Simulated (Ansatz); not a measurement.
MoSe2:
```cif
data_Mo2Se4
_chemical_formula_sum 'Se4 Mo2'
_space_group_name_H-M_alt 'P 1'
_space_group_IT_number 1
_cell_length_a 3.27697
_cell_length_b 3.27697
_cell_length_c 12.73538
_cell_angle_alpha 90.000
_cell_angle_beta 90.000
_cell_angle_gamma 120.000
loop_
_space_group_symop_operation_xyz
  'x, y, z'
loop_
_atom_site_label
_atom_site_type_symbol
_atom_site_fract_x
_atom_site_fract_y
_atom_site_fract_z
_atom_site_occupancy
Se1 Se 0.33333 0.66667 0.61856 1
Se2 Se 0.66667 0.33333 0.11856 1
Se3 Se 0.33333 0.66667 0.88144 1
Se4 Se 0.66667 0.33333 0.38144 1
Mo1 Mo 0.33333 0.66667 0.25000 1
Mo2 Mo 0.66667 0.33333 0.75000 1
```

Relaxed with PBE+D3(BJ).

Task: Tabulate the valence density and the electron localisation function along the shortest Se–Mo contact (2.53 Å), plane-wave PAW PBE+D3(BJ) (Ansatz code).

Result: 

```csv
distance from Se (Å),density (e/Å³),ELF
0.25,25.33,0.19
0.38,13.00,0.35
0.51,5.74,0.54
0.63,2.53,0.69
0.76,1.29,0.76
0.88,0.86,0.77
1.01,0.70,0.75
1.14,0.58,0.66
1.26,0.53,0.49
1.39,0.56,0.33
1.52,0.71,0.29
1.64,1.16,0.41
1.77,2.08,0.59
1.89,3.45,0.71
2.02,4.96,0.73
2.15,6.12,0.67
2.27,6.55,0.52
```

The density is the valence pseudo-density with augmentation charge, so density and ELF within about 1 Å of a nucleus are not all-electron values.

Space group P6_3/mmc. Symmetry was held in the PBE+D3(BJ) relaxation; phonons on a q-mesh show no instability. No spin polarisation was allowed.

Potentials: the later of the program's two PAW sets.
